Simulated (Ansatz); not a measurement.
Input and steps of a relaxation of cell and atoms on BiB2Sb3 on the sites of NaPr2Se3 (No. 71) (Ansatz, PBEsol). It starts from a guessed cell.

```yaml
crystal:
  lattice:
    - [-2.10296456, 2.97790134, 6.37205131]
    - [2.10296456, -2.97790134, 6.37205131]
    - [2.10296456, 2.97790134, -6.37205131]
  atoms:
    - { symbol: Bi, position: [0.0, 0.0, 0.0] }
    - { symbol: B, position: [0.66414426, 0.66414426, 0.0] }
    - { symbol: B, position: [0.33585574, 0.33585574, 0.0] }
    - { symbol: Sb, position: [0.5, 0.0, 0.5] }
    - { symbol: Sb, position: [0.16675615, 0.66675615, 0.5] }
    - { symbol: Sb, position: [0.83324385, 0.33324385, 0.5] }
kpoints:
  mp_grid: { grid: [6, 6, 6] }
hamiltonian:
  xc: pbesol
scf:
  occupations: { method: fermi_dirac, width: 0.03 }
relax:
  f_tol: 0.01
  cell: {}
  max_steps: 120
```

The trajectory has 12 recorded frames, each with fractional positions and then forces in eV/Å along x, y and z. Some frames, the last among them, repeat a geometry solved again on a basis re-selected at its cell; pressure is positive in compression.

Step 1: energy 0.0 meV/atom from step 1, largest force component 1.905 eV/Å, pressure -8.15 GPa; a = 7.341 Å, b = 7.341 Å, c = 7.341 Å, α = 146.71°, β = 132.14°, γ = 59.55°
```
Bi 0.0000 0.0000 0.0000     0.000   0.000   0.000
B  0.6641 0.6641 0.0000     0.000   0.000  -0.161
B  0.3359 0.3359 0.0000     0.000   0.000   0.161
Sb 0.5000 0.0000 0.5000     0.000   0.000   0.000
Sb 0.1668 0.6668 0.5000     0.000   0.000   1.905
Sb 0.8332 0.3332 0.5000     0.000   0.000  -1.905
```

Step 2: energy -222.4 meV/atom from step 1, largest force component 1.561 eV/Å, pressure -7.71 GPa; a = 7.129 Å, b = 7.129 Å, c = 7.129 Å, α = 146.73°, β = 131.84°, γ = 59.80°
```
Bi 0.0000 0.0000 0.0000     0.000   0.000   0.000
B  0.6622 0.6622 0.0000     0.000   0.000   0.168
B  0.3378 0.3378 0.0000     0.000   0.000  -0.168
Sb 0.5000 0.0000 0.5000     0.000   0.000   0.000
Sb 0.1821 0.6821 0.5000     0.000   0.000   1.561
Sb 0.8179 0.3179 0.5000     0.000   0.000  -1.561
```

Step 3: energy -412.4 meV/atom from step 1, largest force component 1.097 eV/Å, pressure -4.62 GPa; a = 6.902 Å, b = 6.902 Å, c = 6.902 Å, α = 146.99°, β = 131.15°, γ = 60.23°
```
Bi 0.0000 0.0000 0.0000     0.000   0.000   0.000
B  0.6661 0.6661 0.0000     0.000   0.000   0.257
B  0.3339 0.3339 0.0000     0.000   0.000  -0.257
Sb 0.5000 0.0000 0.5000     0.000   0.000   0.000
Sb 0.1974 0.6974 0.5000     0.000   0.000   1.097
Sb 0.8026 0.3026 0.5000     0.000   0.000  -1.097
```

Step 4: energy -489.2 meV/atom from step 1, largest force component 0.570 eV/Å, pressure +1.96 GPa; a = 6.749 Å, b = 6.749 Å, c = 6.749 Å, α = 148.04°, β = 130.21°, γ = 60.40°
```
Bi 0.0000 0.0000 0.0000     0.000   0.000   0.000
B  0.6711 0.6711 0.0000     0.000   0.000  -0.570
B  0.3289 0.3289 0.0000     0.000   0.000   0.570
Sb 0.5000 0.0000 0.5000     0.000   0.000   0.000
Sb 0.2113 0.7113 0.5000     0.000   0.000  -0.108
Sb 0.7887 0.2887 0.5000     0.000   0.000   0.108
```

Q: How does the relaxation go on, and where does it end?

A:
Step 5: energy -515.6 meV/atom from step 1, largest force component 0.233 eV/Å, pressure +1.13 GPa; a = 6.819 Å, b = 6.819 Å, c = 6.819 Å, α = 149.14°, β = 130.05°, γ = 59.88°
```
Bi 0.0000 0.0000 0.0000     0.000   0.000   0.000
B  0.6625 0.6625 0.0000     0.000   0.000  -0.188
B  0.3375 0.3375 0.0000     0.000   0.000   0.188
Sb 0.5000 0.0000 0.5000     0.000   0.000   0.000
Sb 0.2133 0.7133 0.5000     0.000   0.000   0.233
Sb 0.7867 0.2867 0.5000     0.000   0.000  -0.233
```

Step 6: energy -541.5 meV/atom from step 1, largest force component 0.296 eV/Å, pressure +1.98 GPa; a = 6.945 Å, b = 6.945 Å, c = 6.945 Å, α = 151.29°, β = 129.70°, γ = 58.95°
```
Bi 0.0000 0.0000 0.0000     0.000   0.000   0.000
B  0.6499 0.6499 0.0000     0.000   0.000   0.149
B  0.3501 0.3501 0.0000     0.000   0.000  -0.149
Sb 0.5000 0.0000 0.5000     0.000   0.000   0.000
Sb 0.2230 0.7230 0.5000     0.000   0.000   0.296
Sb 0.7770 0.2770 0.5000     0.000   0.000  -0.296
```

Step 7: energy -544.6 meV/atom from step 1, largest force component 0.250 eV/Å, pressure -0.18 GPa; a = 6.992 Å, b = 6.992 Å, c = 6.992 Å, α = 150.86°, β = 129.80°, γ = 59.10°
```
Bi 0.0000 0.0000 0.0000     0.000   0.000   0.000
B  0.6485 0.6485 0.0000     0.000   0.000   0.110
B  0.3515 0.3515 0.0000     0.000   0.000  -0.110
Sb 0.5000 0.0000 0.5000     0.000   0.000   0.000
Sb 0.2294 0.7294 0.5000     0.000   0.000  -0.250
Sb 0.7706 0.2706 0.5000     0.000   0.000   0.250
```

Step 8: energy -547.7 meV/atom from step 1, largest force component 0.028 eV/Å, pressure -0.06 GPa; a = 6.997 Å, b = 6.997 Å, c = 6.997 Å, α = 151.03°, β = 129.88°, γ = 58.93°
```
Bi 0.0000 0.0000 0.0000     0.000   0.000   0.000
B  0.6522 0.6522 0.0000     0.000   0.000  -0.028
B  0.3478 0.3478 0.0000     0.000   0.000   0.028
Sb 0.5000 0.0000 0.5000     0.000   0.000   0.000
Sb 0.2256 0.7256 0.5000     0.000   0.000   0.019
Sb 0.7744 0.2744 0.5000     0.000   0.000  -0.019
```

Step 9: energy -547.8 meV/atom from step 1, largest force component 0.027 eV/Å, pressure -0.04 GPa; a = 7.001 Å, b = 7.001 Å, c = 7.001 Å, α = 151.16°, β = 129.49°, γ = 59.21°
```
Bi 0.0000 0.0000 0.0000     0.000   0.000   0.000
B  0.6511 0.6511 0.0000     0.000   0.000  -0.004
B  0.3489 0.3489 0.0000     0.000   0.000   0.004
Sb 0.5000 0.0000 0.5000     0.000   0.000   0.000
Sb 0.2266 0.7266 0.5000     0.000   0.000  -0.027
Sb 0.7734 0.2734 0.5000     0.000   0.000   0.027
```

Step 10: energy -548.0 meV/atom from step 1, largest force component 0.001 eV/Å, pressure +0.04 GPa; a = 6.989 Å, b = 6.989 Å, c = 6.989 Å, α = 151.05°, β = 129.58°, γ = 59.19°
```
Bi 0.0000 0.0000 0.0000     0.000   0.000   0.000
B  0.6514 0.6514 0.0000     0.000   0.000   0.001
B  0.3486 0.3486 0.0000     0.000   0.000  -0.001
Sb 0.5000 0.0000 0.5000     0.000   0.000   0.000
Sb 0.2260 0.7260 0.5000     0.000   0.000   0.000
Sb 0.7740 0.2740 0.5000     0.000   0.000   0.000
```

Step 11: energy -548.0 meV/atom from step 1, largest force component 0.001 eV/Å, pressure -0.01 GPa; a = 6.992 Å, b = 6.992 Å, c = 6.992 Å, α = 151.06°, β = 129.60°, γ = 59.16°
```
Bi 0.0000 0.0000 0.0000     0.000   0.000   0.000
B  0.6514 0.6514 0.0000     0.000   0.000   0.001
B  0.3486 0.3486 0.0000     0.000   0.000  -0.001
Sb 0.5000 0.0000 0.5000     0.000   0.000   0.000
Sb 0.2260 0.7260 0.5000     0.000   0.000   0.001
Sb 0.7740 0.2740 0.5000     0.000   0.000  -0.001
```

Step 12: energy -546.9 meV/atom from step 1, largest force component 0.000 eV/Å, pressure -0.03 GPa; a = 6.992 Å, b = 6.992 Å, c = 6.992 Å, α = 151.06°, β = 129.60°, γ = 59.16°
```
Bi 0.0000 0.0000 0.0000     0.000   0.000   0.000
B  0.6514 0.6514 0.0000     0.000   0.000   0.000
B  0.3486 0.3486 0.0000     0.000   0.000   0.000
Sb 0.5000 0.0000 0.5000     0.000   0.000   0.000
Sb 0.2260 0.7260 0.5000     0.000   0.000   0.000
Sb 0.7740 0.2740 0.5000     0.000   0.000   0.000
```

The walk took 11 steps, besides SCFs solved again on a fresh basis, and changed the volume by -20.7 %. The last SCF, on a fresh basis, lies 547 meV an atom below the first. Final cell: space group Immm (No. 71), orthorhombic; conventional cell a = 3.494 Å, b = 5.954 Å, c = 12.161 Å, 21.08 Å³ an atom. Bi has 6 Sb at 2.98–3.26 Å and 2 Bi at 3.49 Å; B has 4 Sb at 2.30–2.54 Å; Sb has 4 B at 2.54 Å and 2 Bi at 2.98 Å and 2 Sb at 3.33 Å; Sb has 2 B at 2.30 Å and 2 Bi at 3.26 Å and 1 Sb at 3.33 Å.

Command: `ansatz run input.yaml --threads 2 --pin off --max-ram 2211MiB --backend cpu --events-out ev --progress --plain --runs-dir out`.

Q: It ran on 2 threads of Intel(R) Xeon(R) Platinum 8488C (Sapphire Rapids), on a shared host, load about 0.4 per core. About how long did it take, and how much host memory at the peak?

A: About 56 s, with a peak of 0.65 GiB.

These are computed values for a spin-unpolarised cell that may be hypothetical; none is a measurement.
